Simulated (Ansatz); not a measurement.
In PBEsol (plane waves, PAW; program Ansatz), TiSi2 in the orthorhombic phase (Cmcm; Si on 4c, Si on 4c, Ti on 4c) relaxes to a = 3.515 Å, b = 13.343 Å, c = 3.557 Å. Its formation energy from the elements is -0.67 eV/atom, with no fitted shifts.

Electronic character: metallic (no gap).

The bulk modulus is 137 GPa.

The PBEsol relaxation kept the symmetry of its start. No spin polarisation was allowed. The references are the lowest solids computed at this level, not always the standard phases.

Potentials: the later of the program's two PAW sets.
